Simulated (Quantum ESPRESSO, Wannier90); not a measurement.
## SnO (Pmn2₁), plane waves to Wannier functions

```
begin unit_cell_cart
ang
    3.3550000000    0.0000000000    0.0000000000
    0.0000000000    5.6741000000    0.0000000000
    0.0000000000    0.0000000000    4.2219700000
end unit_cell_cart
begin atoms_frac
Sn   0.0000000000  0.2319100000 -0.4868600000
Sn   0.5000000000 -0.2319100000  0.0131400000
O    0.0000000000 -0.1087500000 -0.2631400000
O    0.5000000000  0.1087500000  0.2368600000
end atoms_frac
```

Cell from Materials Project (mp-545552), symmetrised, no further relaxation. Not found in the COD (Crystallography Open Database) copy used, which has the formula in other groups; not checked further. Level: PBEsol, no spin polarisation, no spin-orbit coupling; pw.x of Quantum ESPRESSO at 68 Ry with PseudoDojo potentials, 10×6×8 k-points, Wannier90. Density: 10×6×8 mesh, cold smearing 0.01 Ry. The cell is built of weakly bound layers, chains or molecules, whose nearest atoms lie 3.86 Å apart. Database cells relaxed without dispersion often hold them too far apart, which can enlarge gaps and weakens couplings between them; spacing and stacking were not compared with the measured crystal. Spin-orbit coupling is left out although heavy elements are present.

A tight-binding model is made by disentanglement and projection with no localisation steps (num_iter = 0), so the 16 orbitals stay atom-like: hydrogen-like Sn: s;p; O: s;p, axes along x, y, z; frozen window up to 2.80 eV relative to the valence-band maximum. It follows pw.x to 0.7 meV rms for states up to 2.3 eV relative to the valence-band maximum. Matrix elements depend on this choice of orbitals and windows.

Task: Which pairs of orbitals on different sites are coupled most strongly? Give distance, modulus and how many such pairs a cell has.

Result: 
```tsv
orbital	orbital	distance of the centres (Å)	modulus (eV)	pairs
O py	Sn s	2.13	1.94	2
O px	Sn s	2.14	1.74	4
O py	Sn py	2.39	1.70	2
Sn px	Sn px	3.35	1.51	2
O s	Sn py	2.40	1.47	2
O pz	Sn py	2.40	1.25	2
O s	Sn px	2.32	1.24	4
O px	Sn pz	2.26	1.24	4
O pz	Sn px	2.34	1.19	4
O py	Sn pz	2.31	1.16	2
O px	Sn px	2.35	1.15	4
O pz	Sn s	2.14	1.05	4
O pz	Sn s	2.14	0.98	2
O s	Sn s	2.14	0.84	2
O px	Sn py	2.21	0.83	4
O s	Sn pz	2.24	0.83	4
O s	Sn s	2.12	0.78	4
O py	Sn px	2.34	0.76	4
O py	Sn s	2.13	0.73	4
O px	Sn px	2.23	0.70	2
O s	Sn pz	2.31	0.66	2
Sn px	Sn s	3.37	0.65	4
O pz	Sn py	2.20	0.58	4
O py	Sn pz	2.25	0.58	4
Sn pz	Sn pz	4.22	0.51	2
Sn py	Sn pz	3.68	0.49	4
O s	Sn py	2.19	0.48	4
Sn py	Sn pz	3.83	0.48	4
Sn py	Sn py	3.74	0.46	4
Sn px	Sn py	3.61	0.41	4
```
